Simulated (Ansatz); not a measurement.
BeAg:
```yaml
crystal:
  lattice:
    - [2.94702, 0.00000, 0.00000]
    - [0.00000, 2.94702, 0.00000]
    - [0.00000, 0.00000, 2.94702]
  atoms:
    - { symbol: Be, position: [0.00000, 0.00000, 0.00000] }
    - { symbol: Ag, position: [0.50000, 0.50000, 0.50000] }
```

Relaxed with PBE. Special points in fractions of this cell's reciprocal vectors: Γ (0.000, 0.000, 0.000); X (0.000, 0.500, 0.000); M (0.500, 0.500, 0.000); R (0.500, 0.500, 0.500).

### Question
List the band energies nearest the Fermi level at these points for the program Ansatz at the PBE level (PAW).

### Answer
In eV from the Fermi level; about four levels below and three above (degenerate sets whole), none deeper than 8.9 eV; points with the same levels are listed once.

| k | below | above |
|---|---|---|
| Γ | -6.52 -6.52 -4.49 -4.49 -4.49 | 4.52 4.52 4.52 |
| X | -5.40 -5.40 -4.94 -4.40 -2.30 | 8.39 8.39 10.82 |
| M | -5.10 -5.10 -3.78 -2.14 -2.14 | 2.92 3.37 7.88 |
| R | -6.94 -6.94 -6.94 -3.74 -3.74 | 3.70 4.24 4.24 4.24 |

Space group Pm-3m (CsCl type). The start of the workflow was typed in or built on a structure type; neither database checked (COD, Materials Project) lists it. Its standing as an ambient phase is unchecked. Symmetry was held in the PBE relaxation; whether a distortion lowers the energy is not shown. The run is not spin-polarised. Its formation energy is positive at this level, so the cell may be metastable or incomplete. Scalar-relativistic: spin–orbit coupling is off unless named, which matters more the heavier the elements.

Potentials: the earlier of the program's two PAW sets.
